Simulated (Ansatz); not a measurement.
Response of Cu₃Pd to small distortions

```xyz
4
Lattice="3.7220 0.0000 0.0000 0.0000 3.7220 0.0000 0.0000 0.0000 3.7220" Properties=species:S:1:pos:R:3 pbc="T T T"
Cu    0.0000    1.8610    1.8610
Cu    1.8610    0.0000    1.8610
Cu    1.8610    1.8610    0.0000
Pd    0.0000    0.0000    0.0000
```

Atom numbers follow the list: Cu1, Cu2, Cu3, Pd4.

The cell comes from COD entry 1524619, which wasn't checked; take it as a given geometry. It differs from other determinations.

Spin polarisation is left out, and whether a magnetic state lies lower isn't shown here.

Method: DFT, PBEsol, all-electron LAPW, scalar-relativistic (Ansatz 0.2.0).

Settings: a Γ-centred 9×9×9 k mesh, Fermi–Dirac smearing of 0.05 eV, basis error target 0.5 meV/atom, no spin polarisation.

The unchanged cell is at -8.39 GPa.

In a metal, stresses and small energies carry noise from the k mesh.

x, y and z are the Cartesian axes of the cell as listed; fractional coordinates follow a strain, and an engineering shear is twice the off-diagonal strain component.

With equal xy, yz and zx engineering shear strains of -2 %: energy change +3 meV/atom; stress change (xx, yy, zz, yz, xz, xy) 0.18, 0.18, 0.18, 1.38, 1.38, 1.38 GPa, compression positive.

Problem. With this change (equal xy, yz and zx engineering shear strains of -1 %), what becomes of the energy and stress?

Solution. Energy change under 1 meV/atom; stress change (xx, yy, zz, yz, xz, xy) 0.05, 0.05, 0.05, 0.69, 0.69, 0.69 GPa, compression positive.

With equal xy, yz and zx engineering shear strains of +1 %: energy change under 1 meV/atom; stress change (xx, yy, zz, yz, xz, xy) 0.05, 0.05, 0.05, -0.69, -0.69, -0.69 GPa, compression positive.

Problem. With this change (equal xy, yz and zx engineering shear strains of +2 %), what becomes of the energy and stress?

Solution. Energy change +3 meV/atom; stress change (xx, yy, zz, yz, xz, xy) 0.18, 0.18, 0.18, -1.40, -1.40, -1.40 GPa, compression positive.
